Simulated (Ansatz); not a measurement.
The relaxed structure here is a generated cell of VSb: the first start was made by a random draw of sites in a space group, and the end was not matched to a known phase here, so it may be hypothetical.

The start is a randomly generated symmetric cell of VSb (space group No. 227). Cell shape, volume and atoms are optimised at zero target pressure with PBE (plane waves to 420 eV, PAW, scalar-relativistic; Ansatz, an electronic-structure program). The first steps use a coarse 8×8×8 k-mesh.

The start:
```
VSb
1.0
    0.00000     3.55579     3.55579
    3.55579     0.00000     3.55579
    3.55579     3.55579     0.00000
Sb V
2 2
Cartesian
  1.77790   1.77790   1.77790
  0.00000   0.00000   0.00000
  5.33369   5.33369   5.33369
  3.55579   3.55579   3.55579
```
Spin-polarised start, with parallel moments on V.

### Question
What pressure does the first self-consistent step give?

### Answer
-6.3 GPa (negative: the cell is under tension).

### Question
By how much does the energy per atom fall from start to end?

### Answer
0.25 eV/atom.

### Question
How do the shortest distances between atoms change?

### Answer
The closest pairs of elements (up to four, under 3.6 Å), start → end: Sb–V 3.08 → 2.90 Å; Sb–Sb 3.08 → 2.90 Å; V–V 3.08 → 2.90 Å.

### Question
What band gap does the relaxed structure have at this level?

### Answer
Zero (metallic).

### Question
What magnetic moments remain?

### Answer
Zero (the starting moments vanished).

### Question
Give the final cell and atomic positions.

### Answer

```cif
data_Sb8V8
_chemical_formula_sum 'Sb8 V8'
_space_group_name_H-M_alt 'Fd-3m :1'
_space_group_IT_number 227
_space_group_name_Hall 'F 4d 2 3 -1d'
_cell_length_a 6.69058
_cell_length_b 6.69058
_cell_length_c 6.69058
_cell_angle_alpha 90.000
_cell_angle_beta 90.000
_cell_angle_gamma 90.000
loop_
_atom_site_label
_atom_site_type_symbol
_atom_site_symmetry_multiplicity
_atom_site_Wyckoff_symbol
_atom_site_fract_x
_atom_site_fract_y
_atom_site_fract_z
_atom_site_occupancy
Sb1 Sb 8 a 0.00000 0.00000 0.00000 1
V1 V 8 b 0.50000 0.50000 0.50000 1
```
(The calculation used a cell of 4 atoms; values per cell refer to that cell.)

The space group stays Fd-3m (No. 227) (the run could not lower it); the end is AFLOW prototype AB_cF16_227_a_b (B32, as in NaTl), with 4 atoms in the primitive cell. Final values are on a 12×12×12 k-mesh of the relaxed cell. No spin polarisation in the result: the starting moments vanished.

The run could not lose the symmetry of its start, so the end can be a saddle point.

All atoms sit on sites fixed by symmetry, so only the cell could relax.
